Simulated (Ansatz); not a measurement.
Sb2Pd:
```yaml
crystal:
  lattice:
    - [6.52397, 0.00000, 0.00000]
    - [0.00000, 6.52397, 0.00000]
    - [0.00000, 0.00000, 6.52397]
  atoms:
    - { symbol: Pd, position: [0.00000, 0.00000, 0.00000] }
    - { symbol: Pd, position: [0.50000, 0.00000, 0.50000] }
    - { symbol: Pd, position: [0.50000, 0.50000, 0.00000] }
    - { symbol: Pd, position: [0.00000, 0.50000, 0.50000] }
    - { symbol: Sb, position: [0.37414, 0.37414, 0.37414] }
    - { symbol: Sb, position: [0.12586, 0.62586, 0.87414] }
    - { symbol: Sb, position: [0.87414, 0.12586, 0.62586] }
    - { symbol: Sb, position: [0.62586, 0.87414, 0.12586] }
    - { symbol: Sb, position: [0.62586, 0.62586, 0.62586] }
    - { symbol: Sb, position: [0.87414, 0.37414, 0.12586] }
    - { symbol: Sb, position: [0.12586, 0.87414, 0.37414] }
    - { symbol: Sb, position: [0.37414, 0.12586, 0.87414] }
```

Relaxed with r²SCAN.

Question: Give the Bader charges and basin volumes of the independent atoms, DFT-r²SCAN in the program Ansatz with PAW potentials.

Answer: 

```json
[
 {"atom": "Pd1", "Bader charge (e)": "-0.54", "Bader volume (Å³)": "19.9"},
 {"atom": "Sb5", "Bader charge (e)": "+0.27", "Bader volume (Å³)": "24.8"}
]
```

Space group Pa-3. The workflow started from an entry of the Crystallography Open Database (COD). Its standing as an ambient phase is unchecked. The r²SCAN relaxation kept the symmetry of its start; whether a distortion lowers the energy is not shown. No spin polarisation was allowed. Scalar-relativistic: spin–orbit coupling is off unless named, which matters more the heavier the elements.

Potentials: the later of the program's two PAW sets.
